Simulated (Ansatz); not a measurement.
Values for one crystal, relaxed and computed with LDA in the plane-wave PAW code Ansatz; other levels are named.

```yaml
volume_per_atom: 17.32 Å³
band_gap: 1.19 eV (indirect)
Bulk modulus (Birch–Murnaghan fit): 22.4 GPa
hole_effective_mass: 0.47, 0.82, 5.8 mₑ (principal values)
Formation energy from the elements (no fitted shifts): -1263 meV/atom
hill_bulk_and_shear_moduli: 26.6 and 16.1 GPa
Vibrational entropy at 300 K: 29.4 J/(K·mol of atoms)
```

Pick the material that matches.
A) SnO, Pmn2_1 (Sn on 2a, O on 2a)
B) As2O3, P2_1/c (Pearson symbol mP20)
C) CaO, rock salt
D) SiO2, Ama2 (Si on 8c, O on 4a, O on 8c, O on 4b)

A, SnO, Pmn2_1 (Sn on 2a, O on 2a)

The first step of the workflow began from a Materials Project structure, measured or hypothetical; the Crystallography Open Database copy checked does not list it. It is not the phase usual at ambient conditions (space group No. 129). The LDA relaxation kept the symmetry of its start; phonons on a q-mesh show no instability. A crystal of weakly bound layers computed without a dispersion correction: the cell and the soft elastic constants depend strongly on that. The references are the lowest solids computed at this level, not always the standard phases (solids in place of the gases). Spin–orbit coupling is left out wherever it is not named.

Potentials: the later of the program's two PAW sets.
